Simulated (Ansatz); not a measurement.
Computed with DFT PBE, scalar-relativistic, plane waves, PAW, and for the lanthanide a 4f-in-core norm-conserving potential, in Ansatz 0.2.0. All cells share a 690 eV cutoff and Γ-centred k meshes spaced at most about 0.3 Å⁻¹ (about 0.25 or finer for metals, 2π included). Collinear spin in cells that started with moments and kept them past the coarse steps, no spin elsewhere.

All energies are static (0 K, no zero-point motion). All come from trial cells, and lower structures may exist.

**Question.** Order these relaxed structures of TbMo by energy, lowest first, with the energy over the lowest of them.
A.

```
Tb Mo
1.0
     2.94771    0.00000    0.00000
     0.00000    2.94771    0.00000
     0.00000    0.00000    4.89235
Tb Mo
1 1
Direct
  0.00000 0.00000 0.50000
  0.50000 0.50000 0.00000
```

B.

```
Tb Mo
1.0
     3.50826    0.00000    0.00000
     0.00000    3.50826    0.00000
     0.00000    0.00000    3.50826
Tb Mo
1 1
Cartesian
  0.0000 0.0000 0.0000
  1.7541 1.7541 1.7541
```

C.

```
Tb Mo
1.0
     0.00000    2.87713    2.87713
     2.87713    0.00000    2.87713
     2.87713    2.87713    0.00000
Tb Mo
1 1
Direct
  0.00000 0.00000 0.00000
  0.50000 0.50000 0.50000
```

D.

```
Tb Mo
1.0
     1.75790   -2.45376    0.00000
     1.75790    2.45376    0.00000
     0.00000    0.00000    4.83819
Tb Mo
1 1
Cartesian
  0.0000 0.0000 0.0000
  1.7579 0.0000 2.4191
```

**Answer.** D (0 meV/atom), B (39 meV/atom), A (50 meV/atom), C (771 meV/atom). Forms: D Cmmm, no spin; B caesium chloride type, Pm-3m, moments up to 0.9 μB; A CuAu (L1_0) type, P4/mmm, no spin; C rock salt type, Fm-3m, no spin. Counting all near atoms (those within 1.25 times the shortest distance at each site; a plus sign parts nearer from farther groups): D has Tb 8+6, Mo 8+6; B has Tb 8+6, Mo 8+6; A has Tb 12, Mo 12; C has Tb 6, Mo 6. Even the lowest lies +0.61 eV/atom against the elements.

The k mesh leaves some 4 meV/atom of noise in the energy of each metallic cell. The magnetic state reached may not be the lowest. Cells relaxed within their symmetry can be saddle points. Some candidate types were left out of the draw beforehand, so a known form may be missing.

The lanthanide is trivalent by construction, without f bands, f moments or other valences. The reference runs of the other elements, and any phases without the lanthanide, used 420 eV, which shifts energies against them by under 10 meV/atom. The lanthanide's reference is the lowest of its hcp, dhcp and fcc cells.
